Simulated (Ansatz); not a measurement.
Tc (hcp (Mg type), P6_3/mmc) at seven volumes, plane-wave PAW PBE (Ansatz code), shape and atoms relaxed at each. One row is withheld.

```json
[
 {"V (Å³/atom)": "13.141", "P (GPa)": "?"},
 {"V (Å³/atom)": "13.574", "P (GPa)": "21.27"},
 {"V (Å³/atom)": "14.008", "P (GPa)": "9.76"},
 {"V (Å³/atom)": "14.441", "P (GPa)": "0.00"},
 {"V (Å³/atom)": "14.874", "P (GPa)": "-8.29"},
 {"V (Å³/atom)": "15.307", "P (GPa)": "-15.30"},
 {"V (Å³/atom)": "15.740", "P (GPa)": "-21.22"}
]
```

Task: Fit the shown pressures and predict the withheld one.

Result: P = (3/2)B₀(x^(7/2) − x^(5/2))[1 + (3/4)(B′ − 4)(x − 1)] with x = (V₀/V)^(2/3). Least squares on the six rows gives V₀ = 14.441 Å³/atom, B₀ = 299 GPa, B′ = 4.50. At V = 13.141, x = 1.0649 and P = 34.90 GPa. The run itself gave 34.83 GPa.

The cell was relaxed with PBE under the symmetry of its start. No spin polarisation was allowed.

Potentials: the later of the program's two PAW sets.
